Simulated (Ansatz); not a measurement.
A 12-atom cell of TiSn3O8 built on the anatase structure (relaxed group Cm) at its r2SCAN geometry, run in the PAW code Ansatz at 3 levels of theory. Note: simulated data, non-magnetic, for a generated structure that need not be the stable one.

The PBE+SOC input:
```yaml
crystal:
  lattice:
    - [5.459550471, -1.9666288752, 0.0424203127]
    - [5.459550471, 1.9666288752, 0.0424203127]
    - [-2.8689972167, 0.0, 7.3047836358]
  atoms:
    - { symbol: Ti, position: [-0.0003109373, -0.0003109373, -0.0014576365] }
    - { symbol: Sn, position: [0.2472920744, 0.2472920744, 0.3713001734] }
    - { symbol: O, position: [0.4529724788, 0.4529724788, 0.4767636024] }
    - { symbol: O, position: [0.1976289829, 0.1976289829, 0.0981582907] }
    - { symbol: O, position: [0.0429949786, 0.0429949786, 0.2634009607] }
    - { symbol: O, position: [0.7958985178, 0.7958985178, 0.3981714965] }
    - { symbol: Sn, position: [-0.0001889275, -0.0001889275, 0.501317648] }
    - { symbol: Sn, position: [0.253169641, 0.253169641, 0.8787815996] }
    - { symbol: O, position: [0.457742712, 0.457742712, 0.9783312276] }
    - { symbol: O, position: [0.2017575078, 0.2017575078, 0.6014982412] }
    - { symbol: O, position: [0.0460049337, 0.0460049337, 0.7815824919] }
    - { symbol: O, position: [0.8050380378, 0.8050380378, 0.9021519043] }
kpoints:
  mp_grid: { grid: [8, 8, 4] }
  band_path:
    path:
      - [0.0, 0.0, 0.0]
      - [-0.2872157729, 0.2872157729, 0.0]
      - [0.2872157729, 0.7127842271, 0.0]
      - [0.5, 0.5, 0.0]
      - [0.5, 0.5, -0.5]
      - [0.2686612872, 0.7313387128, -0.5]
      - [-0.2686612872, 0.2686612872, -0.5]
      - [0.0, 0.0, -0.5]
      - [0.0, 0.5, -0.5]
      - [-0.052083, -0.46875, 0.135417]
    npoints: 1
hamiltonian:
  xc: pbe
scf:
  occupations: { method: fixed }
  n_extra_bands: 14
magnetization:
  noncollinear: true
  spin_orbit: true
output:
  forces: true
  stress: true
  eigenvalues: true
```

Main results, then, where recorded, the levels near the gap in eV from the Fermi energy (columns number the bands from 0), one row a point of the path (Γ, C, C₂, Y₂, M₂, D, D₂, A, L₂, (-0.052, -0.469, 0.135)):
```
Crystal: 12 atoms, lattice volume = 157.340 Å³
Symmetry: 2 space group operations + 2 with time reversal
Magnetic group: BNS 8.33 (UNI 40)
```
```
Basis set: ecut = 420 eV, 3107 PW (Γ)
k-points: 78 of 256 (time reversal used)
SCF 1 converged in 12 iterations: F = -25121.291610 eV  dr2 = 2.96e-8
Free energy (F): -25121.291610 eV
Fermi energy:    7.160721 eV
--- Forces (eV/Å), atoms counted from 1 ---
  atom   1  Ti    -0.01942      0.00000    -0.00745
  atom   2  Sn      0.00478      0.00000      0.01413
  atom   3  O       0.05870      0.00000      0.02272
  atom   4  O     -0.10390      0.00000    -0.04244
  atom   5  O     -0.06807      0.00000    -0.20521
  atom   6  O     -0.06229      0.00000    -0.02029
  atom   7  Sn      0.03161      0.00000      0.01833
  atom   8  Sn    -0.00356      0.00000    -0.01281
  atom   9  O       0.17228      0.00000      0.06441
  atom  10  O       0.09209      0.00000      0.03210
  atom  11  O     -0.16920      0.00000      0.11590
  atom  12  O       0.06698      0.00000      0.02063
--- Stress (GPa, compression-positive) ---
        6.502812       0.000000       0.150662
        0.000000       6.124871       0.000000
        0.150662       0.000000       6.183863
  P = ⅓ Tr σ = 6.2705 GPa (62.705 kbar)
```

With PBE+SOC the valence top lies at k = (-0.052, -0.469, 0.135) and the conduction bottom at Γ, 2.52 eV higher; the smallest vertical gap, at Γ, is 2.83 eV.

HSE06. Against the first input these blocks differ (the band path and keys that only write files left aside):
```yaml
kpoints:
  mp_grid: { grid: [4, 4, 2] }
hamiltonian:
  xc: hse06
scf:
  occupations: { method: fixed }
  n_extra_bands: 7
```
(magnetization left out)

```
Basis set: ecut = 420 eV, 3107 PW (Γ)
k-points: 14 of 32 (time reversal used)
SCF 1 stopped early in 4 iterations: F = -25114.845145 eV  dr2 = 2.07e-4
Exchange kernel: α = 0.2500, screened, ω = 0.2079 Å⁻¹, Wigner–Seitz truncation, v(0) = 1037.4280 eV·Å³, q-mesh 4×4×2
SCF 2 stopped early in 8 iterations: F = -25125.431119 eV  dr2 = 1.61e-5
hybrid outer 1: dexx = +6.956e-2 eV, tail = 3.62e-4 eV
SCF 3 converged in 7 iterations: F = -25125.428204 eV  dr2 = 1.68e-9
hybrid outer 2: dexx = +7.106e-6 eV, tail = 1.87e-7 eV, Δε = 3.79e-3 eV, ΔF = 1.08e-2 eV/Å
SCF 4 converged in 2 iterations: F = -25125.428202 eV  dr2 = 1.51e-9
hybrid outer 3: dexx = +6.001e-9 eV, tail = 3.33e-9 eV, Δε = 6.42e-5 eV, ΔF = 2.13e-4 eV/Å
Free energy (F): -25125.428202 eV
Fermi energy:    5.956212 eV
--- Forces (eV/Å), atoms counted from 1 ---
  atom   1  Ti      0.02053      0.00000      0.00336
  atom   2  Sn      0.00826      0.00000    -0.00629
  atom   3  O     -0.08777      0.00000    -0.03676
  atom   4  O     -0.13397      0.00000    -0.06437
  atom   5  O       0.10560      0.00000    -0.05763
  atom   6  O       0.09139      0.00000      0.03960
  atom   7  Sn    -0.00327      0.00000      0.00044
  atom   8  Sn      0.00394      0.00000      0.01107
  atom   9  O     -0.07308      0.00000    -0.02615
  atom  10  O     -0.11673      0.00000    -0.03762
  atom  11  O       0.02151      0.00000      0.11255
  atom  12  O       0.16358      0.00000      0.06175
--- Stress (GPa, compression-positive) ---
       -1.802240       0.000000      -0.105976
        0.000000      -1.444569       0.000000
       -0.105976       0.000000      -1.569725
  P = ⅓ Tr σ = -1.6055 GPa (-16.055 kbar)
```
```tsv
band_46	band_47	band_48	band_49	band_50	band_51	band_52	band_53
-0.862	-0.630	-0.511	-0.463	-0.272	4.172	4.975	5.242
-0.766	-0.468	-0.311	-0.152	-0.015	4.961	5.265	5.892
-0.766	-0.468	-0.311	-0.152	-0.015	4.961	5.265	5.892
-1.185	-0.968	-0.460	-0.317	-0.244	4.975	5.259	5.599
-0.941	-0.821	-0.536	-0.449	-0.272	4.776	4.965	5.601
-0.657	-0.468	-0.390	-0.108	-0.083	4.994	5.249	5.872
-0.657	-0.468	-0.390	-0.108	-0.083	4.994	5.249	5.872
-0.952	-0.787	-0.629	-0.518	-0.403	4.811	4.972	5.527
-0.597	-0.480	-0.381	-0.167	-0.053	4.980	5.266	5.871
-0.716	-0.632	-0.380	-0.254	0.009	4.915	5.280	5.866
```

The HSE06 gap is indirect, 4.16 eV (k = (-0.052, -0.469, 0.135) to Γ), below the direct gap of 4.44 eV at Γ. With the atoms held, the mean pressure is -1.6 GPa (compression positive). (The program warns that its thresholds are loose for a hybrid's stress.)

Problem. In the first input these blocks are replaced (the band path and keys that only write files left aside):
```yaml
kpoints:
  mp_grid: { grid: [4, 4, 2] }
hamiltonian:
  xc: pbe0
scf:
  occupations: { method: fixed }
  n_extra_bands: 7
```
(magnetization left out)
What comes out?

Solution.
```
Basis set: ecut = 420 eV, 3107 PW (Γ)
k-points: 14 of 32 (time reversal used)
SCF 1 stopped early in 4 iterations: F = -25114.844221 eV  dr2 = 2.05e-4
Exchange kernel: α = 0.2500, full range, Wigner–Seitz truncation, v(0) = 10024.2059 eV·Å³, q-mesh 4×4×2
SCF 2 stopped early in 9 iterations: F = -25124.141829 eV  dr2 = 4.82e-6
hybrid outer 1: dexx = +9.284e-2 eV, tail = 3.51e-4 eV
SCF 3 converged in 7 iterations: F = -25124.139244 eV  dr2 = 8.08e-10
hybrid outer 2: dexx = +1.193e-5 eV, tail = 2.39e-7 eV, Δε = 3.00e-3 eV, ΔF = 1.24e-2 eV/Å
SCF 4 converged in 2 iterations: F = -25124.139241 eV  dr2 = 2.27e-9
hybrid outer 3: dexx = +1.056e-8 eV, tail = 4.96e-9 eV, Δε = 1.02e-4 eV, ΔF = 2.55e-4 eV/Å
Free energy (F): -25124.139241 eV
Fermi energy:    5.554141 eV
--- Forces (eV/Å), atoms counted from 1 ---
  atom   1  Ti      0.02139      0.00000      0.00365
  atom   2  Sn      0.00884      0.00000    -0.00451
  atom   3  O     -0.08660      0.00000    -0.03635
  atom   4  O     -0.13435      0.00000    -0.06546
  atom   5  O       0.10441      0.00000    -0.06098
  atom   6  O       0.08945      0.00000      0.03864
  atom   7  Sn    -0.00369      0.00000      0.00003
  atom   8  Sn      0.00465      0.00000      0.00978
  atom   9  O     -0.07218      0.00000    -0.02569
  atom  10  O     -0.11568      0.00000    -0.03619
  atom  11  O       0.01836      0.00000      0.11443
  atom  12  O       0.16539      0.00000      0.06263
--- Stress (GPa, compression-positive) ---
       -1.871772       0.000000      -0.093738
        0.000000      -1.538062       0.000000
       -0.093738       0.000000      -1.665207
  P = ⅓ Tr σ = -1.6917 GPa (-16.917 kbar)
```
```tsv
band_46	band_47	band_48	band_49	band_50	band_51	band_52	band_53
-0.857	-0.620	-0.507	-0.462	-0.268	4.910	5.747	6.016
-0.765	-0.461	-0.307	-0.146	-0.016	5.735	6.042	6.677
-0.765	-0.461	-0.307	-0.146	-0.016	5.735	6.042	6.677
-1.183	-0.974	-0.458	-0.314	-0.241	5.747	6.033	6.381
-0.946	-0.818	-0.533	-0.447	-0.266	5.543	5.738	6.383
-0.654	-0.463	-0.391	-0.101	-0.084	5.769	6.025	6.656
-0.654	-0.463	-0.391	-0.101	-0.084	5.769	6.025	6.656
-0.952	-0.790	-0.620	-0.517	-0.402	5.573	5.745	6.307
-0.591	-0.479	-0.381	-0.162	-0.053	5.755	6.043	6.654
-0.716	-0.629	-0.377	-0.250	0.011	5.687	6.057	6.650
```
The PBE0 gap is indirect, 4.90 eV (k = (-0.052, -0.469, 0.135) to Γ), below the direct gap of 5.18 eV at Γ. With the atoms held, the mean pressure is -1.7 GPa (compression positive). (The program warns that its thresholds are loose for a hybrid's stress.)

Small level splittings and stresses of the hybrids carry the error of their coarser meshes.

Totals of different functionals, or with and without spin-orbit coupling, can't be compared.

Only the levels marked +SOC include spin-orbit coupling.

The meshes of the hybrids are coarse, so their gaps aren't converged to the digits shown.
